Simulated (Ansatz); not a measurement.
Input file for Ansatz (a quantum-chemistry and plane-wave program):

Ansatz 0.2 input:
```yaml
crystal:
  lattice:
    - [0.0, 2.2490932407, 2.2490932407]
    - [2.2490932407, 0.0, 2.2490932407]
    - [2.2490932407, 2.2490932407, 0.0]
  atoms:
    - { symbol: N, position: [0.75, 0.75, 0.75] }
    - { symbol: Ga, position: [0.0, 0.0, 0.0] }
kpoints:
  mp_grid: { grid: [8, 8, 8] }
hamiltonian:
  xc: hse06
  pseudopotentials: { kind: paw }
scf:
  n_extra_bands: 6
  occupations: { method: fixed }
output:
  eigenvalues: true
  eigenstates:
    e_range: [-9.0, 10.6]
    kpoints:
      - [0.0, 0.0, 0.0]  # VBM
      - [0.0, 0.0, 0.0]  # CBM
      - [0.0, 0.0, 0.0]  # GAMMA
      - [0.5, 0.0, 0.5]  # X
      - [0.5, 0.5, 0.5]  # L
      - [0.5, 0.25, 0.75]  # W
      - [0.375, 0.375, 0.75]  # K
      - [0.625, 0.25, 0.625]  # U
```

Output (shortened):

```
Pseudopotential: N, paw, valence charge 5
Pseudopotential: Ga, paw, valence charge 13
Functional definition: HSE06
davidson cushion auto → on  (no smearing: the cushion is to keep the highest requested band from converging to the state above it …
Crystal: 2 atoms, lattice volume = 22.754 Å³
Basis set: ecut = 420 eV, 459 PW (Γ)
Bands: 15, of which v1, the nominal top of the filled ones, is band 9 counted from 1 (8 counted from 0)
Symmetry: 24 space group operations
Space group: F-43m (ITA 216), of the structure as read, at distance tolerance 2.8e-5 Å
k-points: 29 of 512 (time reversal used)
SCF iter   1: F=—  HF=-4167.897181 eV  |F-HF|=—  |Δ(HF+E_count)|=         —  Δρ=6.75e-4  dr2=4.85e-5  ethr=1.77e-3  ⟨swp⟩=2.0  Hψ=3099  notcnv=0
preconditioner: auto → none
SCF iter   2: F=-4167.897298 eV  HF=-4167.897273 eV  |F-HF|=2.57e-5  |Δ(HF+E_count)|=   9.20e-5  Δρ=4.33e-4  dr2=2.36e-5  ethr=2.69e-7  ⟨swp⟩=4.7  Hψ=1660  notcnv=0  defer=4
SCF 1 stopped early in 2 iterations: F = -4167.897298 eV  dr2 = 2.36e-5
Crystal: 2 atoms, lattice volume = 22.754 Å³
Exchange kernel: α = 0.2500, screened, ω = 0.2079 Å⁻¹, Wigner–Seitz truncation, v(0) = 1046.8111 eV·Å³, q-mesh 8×8×8, nearest image of the exchange supercell L …
Frozen-core exchange: fock
SCF iter   1: F=—  HF=-4168.398781 eV  |F-HF|=—  |Δ(HF+E_count)|=         —  Δρ=1.77e-2  dr2=2.83e-2  ethr=1.31e-6  ⟨swp⟩=5.7  Hψ=2182  notcnv=0
preconditioner: auto → none
SCF iter   2: F=—  HF=-4168.385028 eV  |F-HF|=—  |Δ(HF+E_count)|=   1.38e-2  Δρ=4.26e-3  dr2=2.80e-3  ethr=1.31e-6  ⟨swp⟩=4.0  Hψ=1848  notcnv=0
SCF iter   3: F=—  HF=-4168.392351 eV  |F-HF|=—  |Δ(HF+E_count)|=   7.32e-3  Δρ=4.27e-3  dr2=1.52e-3  ethr=1.31e-6  ⟨swp⟩=4.0  Hψ=1735  notcnv=0
SCF iter   4: F=—  HF=-4168.392124 eV  |F-HF|=—  |Δ(HF+E_count)|=   2.26e-4  Δρ=1.46e-3  dr2=2.53e-4  ethr=1.31e-6  ⟨swp⟩=3.0  Hψ=1227  notcnv=0
SCF iter   5: F=—  HF=-4168.392126 eV  |F-HF|=—  |Δ(HF+E_count)|=   1.96e-6  Δρ=3.73e-4  dr2=3.85e-5  ethr=8.76e-7  ⟨swp⟩=3.0  Hψ=1087  notcnv=0
SCF iter   6: F=-4168.392236 eV  HF=-4168.392247 eV  |F-HF|=1.08e-5  |Δ(HF+E_count)|=   1.21e-4  Δρ=2.54e-4  dr2=6.01e-6  ethr=1.58e-7  ⟨swp⟩=3.1  Hψ=1392  notcnv=0
SCF 2 stopped early in 6 iterations: F = -4168.392236 eV  dr2 = 6.01e-6
hybrid outer 1: dexx = +8.546e-3 eV, tail = 5.17e-5 eV
Crystal: 2 atoms, lattice volume = 22.754 Å³
Exchange kernel: α = 0.2500, screened, ω = 0.2079 Å⁻¹, Wigner–Seitz truncation, v(0) = 1046.8111 eV·Å³, q-mesh 8×8×8, nearest image of the exchange supercell L …
Frozen-core exchange: fock
SCF iter   1: F=—  HF=-4168.391992 eV  |F-HF|=—  |Δ(HF+E_count)|=         —  Δρ=8.99e-5  dr2=2.18e-6  ethr=1.44e-6  ⟨swp⟩=2.4  Hψ=1003  notcnv=0
preconditioner: auto → none
iter 2 solved again at ethr=9.61e-11 eV; its pass at ethr=1.11e-8 eV (dr2=1.73e-8 eV) is discarded
SCF iter   2: F=—  HF=-4168.391993 eV  |F-HF|=—  |Δ(HF+E_count)|=   9.62e-7  Δρ=1.44e-5  dr2=9.60e-8  ethr=9.61e-11  ⟨swp⟩=2.3  Hψ=2628  notcnv=0
SCF iter   3: F=-4168.391993 eV  HF=-4168.391993 eV  |F-HF|=5.94e-8  |Δ(HF+E_count)|=   8.14e-7  Δρ=2.04e-5  dr2=6.51e-8  ethr=9.61e-11  ⟨swp⟩=4.0  Hψ=1734  notcnv=0
SCF 3 converged in 3 iterations: F = -4168.391993 eV  dr2 = 6.51e-8
hybrid outer 2: dexx = +8.563e-7 eV, tail = 1.79e-7 eV, Δε = 7.57e-3 eV (about 5.79e-4 eV left of the loop's levels)
the search or the solves at the SCF's close seem to have found levels that the self-consistency loop had missed (the run counts 1) …
NSCF: frozen V_eff on 8 k-points
hybrid SCF converged: 2 outer / 9 inner (+2 warm-up), last move |dexx| = 8.56e-7 eV, tail = 1.79e-7 eV
Stability not checked (fock_operator)
Free energy (F): -4168.391993 eV
Frozen-core exchange: fock
Harris-Foulkes:  -4168.391993 eV  (|F-HF|=5.94e-8)
Internal energy: -4168.391993 eV  (E = F + TS)
E sigma→0 (E₀):  -4168.391993 eV
Fermi energy:    8.907798 eV
--- Per-component energies (eV) ---
  E_band       = -45.315229
  E_kinetic    = 246.826682
  E_local      = -1948.741763  (includes V_loc(G=0)·N_el)
  E_nonlocal   = 474.760239
  E_hartree    = 900.522678
  E_xc         = -103.619911
  E_vxc        = -107.214118  (∫ρ·V_xc dr)
  E_exx        = -62.007346  (= α·E_x^exact, valence–valence)
  E_paw        = -2085.677074  (= ΣΔE_a)
  E_vpaw       = -387.986774  (= ΣTr[D̂ρ^β])
  E_aug_tail   = 0.000124  (compensation charges beyond the density's cutoff)
  E_ewald      = -1590.545722
  E_core_change = 0.090099  (= ΣΔE_core)
  E_smearing   =  0.000000  (= −TS)
  E_closure    =  0.000000  (closes the sum)
  Σ components = -4168.391993   (vs F -4168.391993, Δ=9.09e-13)
  [band-id]    e_kinetic+e_local+e_nonlocal+2·e_hartree+e_vxc+2·e_exx+e_vpaw+e_augmentation_tail = -45.324944   (vs E_band -45.315229, Δ=-9.71e-3)
--- Band table (eV; the first three rows and the last of 29) ---
  k-point 0: bands = ["-8.5766", "-6.7808", "-6.7808", "-6.7808", "-6.4621", "-6.4621", "8.9078", "8.9078", "8.9078", "11.9063", "20.8690", "20.8690", "20.8690", "28.3767", "29.3678"]
  k-point 1: bands = ["-8.4300", "-6.7612", "-6.7612", "-6.6759", "-6.4637", "-6.4637", "7.3477", "8.7330", "8.7330", "13.0554", "20.1566", "21.1326", "21.1326", "27.6748", "27.6748"]
  k-point 2: bands = ["-8.1639", "-6.7222", "-6.7222", "-6.4588", "-6.4588", "-6.2171", "4.7673", "8.3446", "8.3446", "14.3922", "19.3481", "21.3483", "21.3483", "26.5076", "27.3273"]
  k-point 28: bands = ["-7.9152", "-6.6187", "-6.6187", "-6.4700", "-6.4510", "-3.9307", "2.8508", "4.8629", "5.0267", "16.4338", "19.2692", "20.8707", "21.5603", "26.2782", "29.9561"]
```

Cost: very roughly 110 core-seconds on shared cores.

The points marked VBM and CBM come from a semilocal run.

The PBEsol relaxation kept the symmetry of its start. Spin–orbit coupling is left out wherever it is not named.

Potentials: the later of the program's two PAW sets.

Ansatz is a plane-wave DFT program.
